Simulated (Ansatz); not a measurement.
**TiV2O7: Coordination and O-17 quadrupole coupling**

Cell: a Materials Project structure (computed, not necessarily an observed phase), atoms as given.

```xyz
40
Lattice="8.5835 0.0000 0.0000 0.0000 8.5835 0.0000 0.0000 0.0000 8.5835" Properties=species:S:1:pos:R:3 pbc="T T T"
Ti    0.0000    0.0000    0.0000
Ti    0.0000    4.2918    4.2918
Ti    4.2918    0.0000    4.2918
Ti    4.2918    4.2918    0.0000
V     1.0216    7.5619    3.2701
V     1.0216    5.3134    7.5619
V     3.2701    3.2701    3.2701
V     3.2701    1.0216    7.5619
V     5.3134    5.3134    5.3134
V     5.3134    7.5619    1.0216
V     7.5619    1.0216    5.3134
V     7.5619    3.2701    1.0216
O     0.0000    0.0000    4.2918
O     0.0000    4.2918    0.0000
O     0.5524    5.9427    3.4362
O     0.5524    6.9326    7.7279
O     0.8556    4.8441    5.9427
O     0.8556    8.0311    1.6509
O     1.6509    0.8556    8.0311
O     1.6509    3.4362    3.7394
O     2.6408    5.1473    8.0311
O     2.6408    7.7279    3.7394
O     3.4362    0.5524    5.9427
O     3.4362    3.7394    1.6509
O     3.7394    2.6408    7.7279
O     3.7394    1.6509    3.4362
O     4.2918    4.2918    4.2918
O     4.2918    0.0000    0.0000
O     4.8441    5.9427    0.8556
O     4.8441    6.9326    5.1473
O     5.1473    4.8441    6.9326
O     5.1473    8.0311    2.6408
O     5.9427    0.8556    4.8441
O     5.9427    3.4362    0.5524
O     6.9326    5.1473    4.8441
O     6.9326    7.7279    0.5524
O     7.7279    0.5524    6.9326
O     7.7279    3.7394    2.6408
O     8.0311    1.6509    0.8556
O     8.0311    2.6408    5.1473
```

Sites (sets of like atoms) are named by element and the number of their first atom in this list.

Computed with Ansatz: DFT, PBE, plane waves and PAW, scalar-relativistic, 420 eV cutoff, Γ-centred 3×3×3 k-points, Fermi–Dirac smearing 0.02 eV.

Q(O-17) = -25.58 mb.

(1) Rank these O sites by |C_Q|, smallest first.
A. O15: 1 V at 1.69 Å, 1 Ti at 1.94 Å, angle 159°
B. O13: 2 V at 1.77 Å, angle 180°

## Answers

(1) A (1.74 MHz, η = 0.58), B (2.62 MHz, η = 0.00).

An axis of threefold or higher order runs through O13, so V_zz lies along it and η is zero. At O15 V_zz points along the line of its two bonds (within 6°). Like point charges on the first shell alone (each adding as 1/d³) would give the same order.
